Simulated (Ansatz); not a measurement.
Starting cell, Ba (bcc, W type):

```yaml
crystal:
  lattice:
    - [-5.02000, 5.02000, 5.02000]
    - [2.51000, -2.51000, 2.51000]
    - [2.51000, 2.51000, -2.51000]
  atoms:
    - { symbol: Ba, position: [0.00000, 0.00000, 0.00000] }
    - { symbol: Ba, position: [0.50000, 0.00000, 0.00000] }
```

The atoms are displaced by Q × the pattern below (from a DFPT mode at N = (0.5, 0.0, 0.0), largest move 1; Q in Å), at fixed cell. (q is in reciprocal vectors of the primitive cell; the cell shown is doubled to hold the pattern.)

| atom | x | y | z |
|---|---|---|---|
| Ba1 | 0.000 | -0.707 | -0.707 |
| Ba2 | 0.000 | 0.707 | 0.707 |

Method: PBE (plane waves to 420 eV, PAW, scalar-relativistic; Ansatz, a program for electronic structure). k mesh 13×13×13 (Γ-centred), Fermi-Dirac smearing 0.05 eV. The energy includes the smearing's −TS. With partly filled bands, energies and forces of such displacements shift with the k mesh and the smearing. Ba was relaxed with its symmetry unable to fall. The PAW data are Ansatz's earlier set. ΔE is measured from the undisplaced structure. The last digit holds for this mesh only.

| Q (Å) | ΔE (meV/cell) |
|---|---|
| -0.1000 | withheld |
| -0.0833 | 19.50 |
| -0.0667 | 12.48 |
| -0.0500 | 7.02 |
| -0.0333 | 3.12 |
| -0.0167 | 0.78 |
| 0.0000 | 0.00 |
| 0.0167 | 0.78 |
| 0.0333 | 3.12 |
| 0.0500 | 7.02 |
| 0.0667 | 12.48 |
| 0.0833 | 19.50 |
| 0.1000 | withheld |

**Question.** Fit an even polynomial form (powers 2, 4) to the given rows and predict ΔE at Q = 0.1000.

**Answer.** Least squares on the 11 given rows: ΔE = (2804)·Q² + (865.4)·Q⁴, in meV/cell with Q in Å; root-mean-square residual 0.007 meV/cell. At 0.1000 the fit gives 28.13 meV/cell; the calculation gives 28.09 meV/cell, so the extrapolation is off by 0.04 (+0.1 %). The quadratic term alone would give 28.04 meV/cell.

(For displaced atoms, the force is minus the slope of the energy, and its curvature is a force constant, which sets phonon frequencies.)
